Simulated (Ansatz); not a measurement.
## Zone-centre phonons of Be3Ru: input and output

Method: DFT PBEsol, scalar-relativistic, plane waves, PAW in Ansatz 0.2.0.

It can be run as:
```bash
ansatz run input.yaml --threads 1 --pin off --backend cpu --events-out ev --progress --plain --runs-dir out  # memory cap (--max-ram) not shown
```

Input (bare energies are in eV):
```yaml
crystal:
  lattice:
    - [-1.5799770281, 1.5799770281, 3.7115488687]
    - [1.5799770281, -1.5799770281, 3.7115488687]
    - [1.5799770281, 1.5799770281, -3.7115488687]
  atoms:
    - { symbol: Be, position: [0.75, 0.25, 0.5] }
    - { symbol: Be, position: [0.25, 0.75, 0.5] }
    - { symbol: Be, position: [0.5, 0.5, 0.0] }
    - { symbol: Ru, position: [0.0, 0.0, 0.0] }
basis:
  ecutwfc: 420
kpoints:
  mp_grid: { grid: [18, 18, 18] }
hamiltonian:
  xc: pbesol
scf:
  occupations: { method: fermi_dirac, width: 0.15 }
output:
  eigenvalues: true
phonons:
  method: dfpt
  eigenvectors: true
```

The end of the output:
```
--- Phonons (Γ-DFPT): 6 representative perturbations + reference, on 865 of 5832 k-points (Σ response iterations 19) ---
  k mesh reduced under 4 symmetry operations, with k and −k counted as one. Each operation leaves every solved displacement unchanged or reverses it
  ASR residual: 1.165e-3 → 0.000e0 eV/Å²; symmetrization residual: 1.884e-6 eV/Å²
  ASR residual per site (eV/Å²): 1.44e-5 1.44e-5 3.16e-5 1.17e-3
  Γ frequencies (cm⁻¹): -126.46 0.00 0.00 0.00 359.60 359.60 481.20 527.43 599.28 599.28 600.54 600.54
  non-analytic LO–TO correction: not included (Born effective charges unavailable; polar crystals: no LO–TO splitting at Γ)
```

In a metal, frequencies and elastic constants depend on the k mesh and the smearing, soft modes and shear constants most.

Negative frequencies stand for imaginary ones: the cell is unstable against these modes.